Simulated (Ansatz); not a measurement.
# SiC: what each run costs

Cell: 4 atoms, space group P6_3mc, a = 3.074 Å, b = 3.074 Å, c = 5.045 Å, α = 90.00°, β = 90.00°, γ = 120.00°.

All runs are DFT with Ansatz 0.2.0 on 1 thread of AMD EPYC 7R43 64-Core Processor (Zen 3) (x86_64; 50 cores open to the job, memory cap 2.5 GiB, no GPU), a shared host.

Question: Rank the runs by wall time, shortest first.
A. single point, PBE, 420 eV, 10×10×6 k-points, smearing 0.02 eV
B. core holes on 2 sites, PBE, 420 eV, 4×4×2 k-points, fixed occupations, 32 atoms
C. dielectric tensor by linear response, PBE, 420 eV, 10×10×6 k-points, fixed occupations

Answer: A (4.8 s, 0.48 GiB), C (43 s, 0.66 GiB), B (81 s, 0.77 GiB).
